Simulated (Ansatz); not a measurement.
La2O3 (A-La2O3 type, space group P-3m1)

```
La2O3
1.0
    3.93519     0.00000     0.00000
   -1.96759     3.40797     0.00000
    0.00000     0.00000     6.12567
La O
2 3
Direct
  0.33333   0.66667   0.24612
  0.66667   0.33333   0.75388
  0.00000   0.00000   0.00000
  0.33333   0.66667   0.64612
  0.66667   0.33333   0.35388
```

The volume is varied about the relaxed value V₀ at fixed cell shape. The atoms relax within the cell's symmetry.

Calculation: r2SCAN (plane waves to 500 eV, PAW, scalar-relativistic; Ansatz, a quantum-chemistry and plane-wave program). k mesh 10×10×6 (Γ-centred), Fermi-Dirac smearing 0.05 eV. E stands for the smeared free energy. Stress and pressure are positive under compression. With the shape held, the modulus is that of even scaling; a crystal free to change shape is softer. La2O3 is run without spin polarisation. La2O3 was relaxed with its symmetry unable to fall. The PAW data are Ansatz's earlier set. The zero of ΔE is the relaxed starting cell.

```json
[
 {"V (Å³/atom)": "15.444", "ΔE (meV/atom)": "26.4"},
 {"V (Å³/atom)": "15.691", "ΔE (meV/atom)": "14.5"},
 {"V (Å³/atom)": "15.937", "ΔE (meV/atom)": "6.3"},
 {"V (Å³/atom)": "16.184", "ΔE (meV/atom)": "1.5"},
 {"V (Å³/atom)": "16.430", "ΔE (meV/atom)": "0.0"},
 {"V (Å³/atom)": "16.677", "ΔE (meV/atom)": "1.4"},
 {"V (Å³/atom)": "16.923", "ΔE (meV/atom)": "5.6"},
 {"V (Å³/atom)": "17.170", "ΔE (meV/atom)": "12.3"},
 {"V (Å³/atom)": "17.416", "ΔE (meV/atom)": "withheld"}
]
```

Problem. Fit a third-order Birch-Murnaghan form (E₀, V₀, B₀, B₀′ free) to the given rows and predict ΔE at V = 17.416.

Solution. Least squares on the 8 given rows: ΔE = E₀ + (9V₀B₀/16)·y²·[2 + (B₀′ − 4)y], y = (V₀/V)^(2/3) − 1, with V₀ = 16.433 Å³/atom, B₀ = 128.4 GPa (160.2 GPa = 1 eV/Å³; the term in eV is multiplied by 1000), B₀′ = 3.98, E₀ = -0.01 meV/atom; root-mean-square residual 0.02 meV/atom. At 17.416 the fit gives 21.4 meV/atom; the calculation gives 21.3 meV/atom, so the extrapolation is off by 0.1 (+0.5 %). For the pressure the fit gives -6.6 GPa against the computed -6.6 GPa.

(Under strain, the slope of the energy per volume gives the stress and its curvature an elastic modulus.)
